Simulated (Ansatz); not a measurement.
Every step of a relaxation of fcc Ni (110), 6 layers

DFT, PBE, PAW with Ansatz's default frozen-core files, scalar-relativistic (Ansatz 0.2.0); a Γ-centred 15×10×1 k mesh, Fermi–Dirac smearing of 0.05 eV, spin-polarised from start moments Ni1 1, Ni2 1, Ni3 1, Ni4 1, Ni5 1, Ni6 1 μB. The run relaxes the atoms in the fixed cell.

Command: `ansatz run input.yaml --threads 3 --pin off --max-ram 9216MiB --backend cpu --events-out ev --progress --plain --runs-dir out` It took 7.1 min on 3 threads of Arm Neoverse V1, with other jobs on the host, peak memory 1.2 GiB.

```yaml
crystal:
  lattice:
    - [2.4880369134, 0.0, 0.0]
    - [0.0, 3.5186155466, 0.0]
    - [0.0, 0.0, 22.2201]
  atoms:
    - { symbol: Ni, position: [0.25, 0.25, 0.3600345569], spin: 1.0 }
    - { symbol: Ni, position: [0.75, 0.75, 0.4160207342], spin: 1.0 }
    - { symbol: Ni, position: [0.25, 0.25, 0.4720069114], spin: 1.0 }
    - { symbol: Ni, position: [0.75, 0.75, 0.5279930886], spin: 1.0 }
    - { symbol: Ni, position: [0.25, 0.25, 0.5839792658], spin: 1.0 }
    - { symbol: Ni, position: [0.75, 0.75, 0.6399654431], spin: 1.0 }
magnetization:
  spin_polarized: true
kpoints:
  mp_grid: { grid: [15, 10, 1] }
scf:
  occupations: { method: fermi_dirac, width: 0.05 }
hamiltonian:
  xc: pbe
  pseudopotentials: { kind: paw }
output:
  forces: true
  stress: true
  eigenvalues: true
relax:
  f_tol: 0.01
  max_steps: 40
efield:
  axis: 3
  amplitude: 0
  dipole_correction: true
```

Each step lists its free energy a cell above the last geometry, and Cartesian positions (Å) with forces (eV/Å).

The first step:

```
step 1  dF = 82.91 meV
  Ni 0.6220 0.8797 8.0000   0.0000 0.0000 0.6603
  Ni 1.8660 2.6390 9.2440   0.0000 0.0000 -0.4154
  Ni 0.6220 0.8797 10.4880   0.0000 0.0000 -0.2811
  Ni 1.8660 2.6390 11.7321   0.0000 0.0000 0.2813
  Ni 0.6220 0.8797 12.9761   0.0000 0.0000 0.4154
  Ni 1.8660 2.6390 14.2201   0.0000 0.0000 -0.6605
```

Other magnetic orders may lie lower.

Problem. Where does the relaxation end, and by which steps?

Solution. After 5 geometries, with a shortest distance of 2.382 Å and a cell moment of 4.11 μB. The further steps:
```
step 2  dF = 32.43 meV
  Ni 0.6220 0.8797 8.0443   0.0000 0.0000 0.4270
  Ni 1.8660 2.6390 9.2414   0.0000 0.0000 -0.2906
  Ni 0.6220 0.8797 10.4878   0.0000 0.0000 -0.1931
  Ni 1.8660 2.6390 11.7323   0.0000 0.0000 0.1931
  Ni 0.6220 0.8797 12.9787   0.0000 0.0000 0.2906
  Ni 1.8660 2.6390 14.1757   0.0000 0.0000 -0.4270
step 3  dF = 0.81 meV
  Ni 0.6220 0.8797 8.1123   0.0000 0.0000 -0.0652
  Ni 1.8660 2.6390 9.2238   0.0000 0.0000 0.0082
  Ni 0.6220 0.8797 10.4823   0.0000 0.0000 0.0755
  Ni 1.8660 2.6390 11.7377   0.0000 0.0000 -0.0752
  Ni 0.6220 0.8797 12.9963   0.0000 0.0000 -0.0082
  Ni 1.8660 2.6390 14.1078   0.0000 0.0000 0.0649
step 4  dF = 3.32 meV  (not accepted)
  Ni 0.6220 0.8797 8.0943   0.0000 0.0000 0.0961
  Ni 1.8660 2.6390 9.2169   0.0000 0.0000 0.0029
  Ni 0.6220 0.8797 10.4995   0.0000 0.0000 -0.1783
  Ni 1.8660 2.6390 11.7207   0.0000 0.0000 0.1774
  Ni 0.6220 0.8797 13.0031   0.0000 0.0000 -0.0026
  Ni 1.8660 2.6390 14.1257   0.0000 0.0000 -0.0954
step 5  dF = 0.00 meV
  Ni 0.6220 0.8797 8.1045   0.0000 0.0000 -0.0007
  Ni 1.8660 2.6390 9.2219   0.0000 0.0000 0.0008
  Ni 0.6220 0.8797 10.4864   0.0000 0.0000 0.0009
  Ni 1.8660 2.6390 11.7337   0.0000 0.0000 -0.0010
  Ni 0.6220 0.8797 12.9982   0.0000 0.0000 -0.0007
  Ni 1.8660 2.6390 14.1156   0.0000 0.0000 0.0008
```
